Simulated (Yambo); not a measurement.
CsSrF3 (cubic perovskite, space group Pm-3m, No. 221), G0W0@PBEsol in Yambo with this input:

```
rim_cut
gw0
dyson
el_el_corr
HF_and_locXC
ppa
em1d
RandQpts= 1000000
RandGvec= 1 Ry
EXXRLvcs= 84 Ry
VXCRLvcs= 336 Ry
Chimod= "HARTREE"
% BndsRnXp
 1 | 154 |
%
NGsBlkXp= 7 Ry
% LongDrXp
 1.0 | 1.0 | 1.0 |
%
PPAPntXp= 27.2114 eV
% GbndRnge
 1 | 154 |
%
GTermKind= "BG"
DysSolver= "n"
ExtendOut
```

On a 2×2×2 mesh, with wavefunctions cut at 84 Ry, the gap (Γ → Γ) is 9.547 eV and the valence edge shifts by -2.235 eV.

**Question.** What happens with this change: 73 bands in W?

**Answer.** The gap rises by 0.139 eV, to 9.686 eV; the shift of the valence edge becomes -2.170 eV. Neither run is shown to be the converged limit.

Geometry of the Materials Project entry, not relaxed at this level; primitive cell a = 4.7633 Å, b = 4.7633 Å, c = 4.7633 Å, α = 90.00°, β = 90.00°, γ = 90.00°.

The structure is a Materials Project entry; no match was found in the copy of COD used, and its stability was not checked.

A shift is the quasiparticle energy of the state minus its PBEsol energy.
